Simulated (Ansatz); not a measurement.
Input and command of a plane-wave DFT calculation in Ansatz:

```yaml
crystal:
  lattice:
    - [3.7624579005, 0.0, 0.0]
    - [-1.8812289503, 3.2583841225, 0.0]
    - [0.0, 0.0, 16.9307742562]
  atoms:
    - { symbol: In, position: [0.3333333333, 0.6666666667, 0.173233541] }
    - { symbol: In, position: [0.6666666667, 0.3333333333, 0.673233541] }
    - { symbol: In, position: [0.3333333333, 0.6666666667, 0.326766459] }
    - { symbol: In, position: [0.6666666667, 0.3333333333, 0.826766459] }
    - { symbol: Se, position: [0.3333333333, 0.6666666667, 0.6041695146] }
    - { symbol: Se, position: [0.6666666667, 0.3333333333, 0.1041695146] }
    - { symbol: Se, position: [0.3333333333, 0.6666666667, 0.8958304854] }
    - { symbol: Se, position: [0.6666666667, 0.3333333333, 0.3958304854] }
basis:
  ecutwfc: 420
kpoints:
  mp_grid: { grid: [12, 12, 2] }
hamiltonian:
  xc: pbe
scf:
  occupations: { method: gaussian, width: 0.05 }
output:
  forces: true
  stress: true
  eigenvalues: true
```

```bash
ansatz run input.yaml --threads 2 --pin off --max-ram 5120MiB --backend cpu --events-out ev --progress --plain --runs-dir out
```

Processor: Arm Neoverse V2, 2 threads, on a host shared with other jobs.

**Question.** Estimate time, memory and problem size.

**Answer.** About 12 s on 2 threads of Arm Neoverse V2, with other jobs on the host, peak memory 0.74 GiB. It solves 70 bands at 38 k points (the mesh reduced by symmetry) with about 4065 plane waves, in 7 SCF iterations.
